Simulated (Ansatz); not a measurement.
## ²³Na NMR of the central transition in NaYB4H16

Cell: a Materials Project structure (computed, not necessarily an observed phase).

Space group C222_1 (No. 20); a = 8.6757, b = 12.3099, c = 9.2174 Å.

| site | Wyckoff | site symmetry | x | y | z |
| --- | --- | --- | --- | --- | --- |
| Na | 4a | 2.. | 0.0615 | 0.0000 | 0.0000 |
| Y | 4b | .2. | 0.5000 | 0.8476 | 0.7500 |
| B5 | 8c | 1 | 0.5017 | 0.2694 | 0.0322 |
| B9 | 8c | 1 | 0.2644 | 0.0368 | 0.2498 |
| H13 | 8c | 1 | 0.4994 | 0.3242 | 0.9240 |
| H17 | 8c | 1 | 0.5314 | 0.1741 | 0.0002 |
| H21 | 8c | 1 | 0.3755 | 0.2709 | 0.0955 |
| H25 | 8c | 1 | 0.3986 | 0.2991 | 0.3793 |
| H29 | 8c | 1 | 0.1480 | 0.9832 | 0.2551 |
| H33 | 8c | 1 | 0.2368 | 0.1335 | 0.2751 |
| H37 | 8c | 1 | 0.3272 | 0.0316 | 0.1288 |
| H41 | 8c | 1 | 0.3593 | 0.0038 | 0.3397 |

One atom of each set is listed; the run and its k-mesh use a cell of 44 atoms with edges of 7.53, 7.53, 9.22 Å.

Computed with Ansatz: DFT, PBE, plane waves and PAW, scalar-relativistic, 420 eV cutoff, Γ-centred 4×4×3 k-points, Fermi–Dirac smearing 0.02 eV.

²³Na has I = 3/2 and Q = 104.0 mb (Pyykkö 2018); at 21.1 T its Larmor frequency is ν₀ = 237.8 MHz. Only the quadrupole interaction is simulated: positions count from each site's isotropic chemical shift, and J coupling is left out, as are shift anisotropy and dipolar coupling, which fast spinning averages.

(1) What does the ²³Na spectrum (fast magic-angle spinning) show for each site?

Results:

(1) 

```
site                              first shell  C_Q (MHz)     η  P_Q (MHz)  δ_QIS (ppm)  breadth (kHz)
  Na  10 H at 2.34–2.91 Å; also 2 B at 2.90 Å      -1.60  0.72       1.74        -1.33          0.727
```

δ_QIS = −(ν_Q²/30ν₀²)[I(I+1) − 3/4](1 + η²/3) × 10⁶ ppm with ν_Q = 3|C_Q|/[2I(2I−1)]; it falls as 1/B₀² in ppm, and the breadth as 1/B₀ in kHz.
